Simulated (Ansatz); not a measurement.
Given:

HfO2:
```
HfO2
1.0
    5.22912     0.00000     0.00000
    0.00000     5.01785     0.00000
    0.00000     0.00000     5.04207
Hf O
4 8
Direct
  0.03288   0.26756   0.24232
  0.96712   0.73244   0.74232
  0.46712   0.26756   0.74232
  0.53288   0.73244   0.24232
  0.36801   0.07175   0.37988
  0.63199   0.92825   0.87988
  0.13199   0.07175   0.87988
  0.86801   0.92825   0.37988
  0.73404   0.45967   0.49080
  0.26596   0.54033   0.99080
  0.76596   0.45967   0.99080
  0.23404   0.54033   0.49080
```

This is the PBEsol-relaxed structure. x, y and z are the axes in which the lattice vectors are written.

Task: All from PBEsol in the plane-wave PAW code Ansatz, unless another level is named. Estimate the gap with spin–orbit coupling.

Result: 4.29 eV.

Task: And the smallest direct gap on the standard path?

Result: 4.56 eV.

Task: Give the band gap.

Result: 4.34 eV (indirect).

Task: Give the HSE06 gap on the PBEsol cell.

Result: 6.11 eV.

Task: Next, the valence-band maximum?

Result: on the Y–Γ line, 96 % of the way from Y (k = 0.000, -0.021, 0.000 in fractions of the reciprocal vectors).

Task: Give the conduction-band minimum.

Result: off the standard path, at k = (0.266, -0.500, 0.354) in fractions of the reciprocal vectors.

Space group Pca2_1. The PBEsol relaxation kept the symmetry of its start. No spin polarisation was allowed. Spin–orbit coupling is left out wherever it is not named.

Potentials: the earlier of the program's two PAW sets. The files were generated under PBE; for other functionals the program regenerates the frozen cores, and for LDA and PBEsol the local potential too.
